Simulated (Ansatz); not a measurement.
# Uniaxial strain in BiTe

Cell: an entry of the Crystallography Open Database (COD), ions relaxed with PBE at fixed cell.

```xyz
12
Lattice="4.4220 0.0000 0.0000 -2.2110 3.8296 0.0000 0.0000 0.0000 24.0500" Properties=species:S:1:pos:R:3 pbc="T T T"
Bi    0.0000    0.0000    3.0006
Bi    0.0000    0.0000   21.0494
Bi    0.0000    2.5530    7.0134
Bi    2.2110    1.2765   17.0366
Bi    2.2110    1.2765   11.1821
Bi    0.0000    2.5530   12.8679
Te    0.0000    2.5530    1.2889
Te    2.2110    1.2765   22.7611
Te    2.2110    1.2765    5.0197
Te    0.0000    2.5530   19.0303
Te    0.0000    0.0000    8.7447
Te    0.0000    0.0000   15.3053
```

Atoms are numbered from 1 in the order listed; like atoms form one site, named after its first atom.

Method: Kohn–Sham DFT in Ansatz, PBE, plane waves and PAW, scalar-relativistic, 420 eV cutoff, Γ-centred 11×11×2 k-points, Fermi–Dirac smearing 0.05 eV.

The cell is stretched along z (the third Cartesian axis of the run's cell), x and y held, and the ions relax again each time. Tension counts as positive.

```
strain along z (%)  stress along z (GPa)  stress along x (GPa)
                -3                  -3.9                  -3.2
                -2                     ?                     ?
                -1                  -2.6                  -2.4
                 0                  -2.0                  -2.1
                +1                  -1.5                  -1.8
                +2                  -1.1                  -1.5
                +3                  -0.7                  -1.3
```

(1) Estimate the row at -2 % from the others.

## Answers

(1) stress along z (GPa): -3.2; stress along x (GPa): -2.8. Worked: parabolas through the other 6 rows give -3.2 and -2.8 GPa at -2 %. Their slopes at zero strain are 52 GPa (the stiffness along z) and 32 GPa (the coupling of z to x). They hold at this cell, where the calculated pressure is 2.0 GPa.

All values belong to this cell and structure model.
